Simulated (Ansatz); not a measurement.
NaMgF3:
```xyz
5
Lattice="3.8869 0.0000 0.0000 0.0000 3.8869 0.0000 0.0000 0.0000 3.8869" Properties=species:S:1:pos:R:3 pbc="T T T"
Na     0.0000     0.0000     0.0000
Mg     1.9435     1.9435     1.9435
F      1.9435     1.9435     0.0000
F      0.0000     1.9435     1.9435
F      1.9435     0.0000     1.9435
```

Relaxed with r²SCAN.

**Question.** Map the electron localisation function on the plane through (0.000, 0.000, 0.000) spanned by u = [1, 0, 0] and v = [0, 1, 1] in lattice vectors, from the program Ansatz at the r²SCAN level (PAW).

**Answer.** x is the fraction of u, y of v (the angle between them is 90°; rows are the nearest grid lines); atoms in the plane: Na at (0.00, 0.00), Mg at (0.50, 0.50), F at (0.00, 0.50).
```
y \ x   0.000  0.105  0.158  0.263  0.368  0.474  0.526  0.632  0.737  0.842  0.895   1.00
------  -----  -----  -----  -----  -----  -----  -----  -----  -----  -----  -----  -----
1.00    0.157  0.558  0.620  0.054  0.004  0.006  0.006  0.004  0.054  0.620  0.558  0.157
0.926   0.556  0.627  0.530  0.012  0.008  0.013  0.013  0.008  0.012  0.530  0.627  0.556
0.852   0.380  0.179  0.039  0.006  0.018  0.021  0.021  0.018  0.006  0.039  0.179  0.380
0.778   0.007  0.007  0.008  0.015  0.024  0.027  0.027  0.024  0.015  0.008  0.007  0.007
0.704   0.415  0.273  0.122  0.022  0.022  0.023  0.023  0.022  0.022  0.122  0.273  0.415
0.630   0.793  0.731  0.606  0.065  0.029  0.149  0.149  0.029  0.065  0.606  0.731  0.793
0.556   0.685  0.809  0.802  0.103  0.339  0.355  0.355  0.339  0.103  0.802  0.809  0.685
0.444   0.685  0.809  0.802  0.103  0.339  0.355  0.355  0.339  0.103  0.802  0.809  0.685
0.370   0.793  0.731  0.606  0.065  0.029  0.149  0.149  0.029  0.065  0.606  0.731  0.793
0.296   0.415  0.273  0.122  0.022  0.022  0.023  0.023  0.022  0.022  0.122  0.273  0.415
0.222   0.007  0.007  0.008  0.015  0.024  0.027  0.027  0.024  0.015  0.008  0.007  0.007
0.148   0.380  0.179  0.039  0.006  0.018  0.021  0.021  0.018  0.006  0.039  0.179  0.380
0.0741  0.556  0.627  0.530  0.012  0.008  0.013  0.013  0.008  0.012  0.530  0.627  0.556
0.000   0.157  0.558  0.620  0.054  0.004  0.006  0.006  0.004  0.054  0.620  0.558  0.157
```

The density is the valence pseudo-density with augmentation charge, so density and ELF within about 1 Å of a nucleus are not all-electron values.

Space group Pm-3m (cubic perovskite). The workflow started from a Materials Project entry (that database holds measured and hypothetical structures alike); the Crystallography Open Database copy checked does not list it. COD files the formula under space group No. 62. Its standing as an ambient phase is unchecked. The r²SCAN relaxation kept the symmetry of its start; whether a distortion lowers the energy is not shown.

Potentials: the later of the program's two PAW sets.
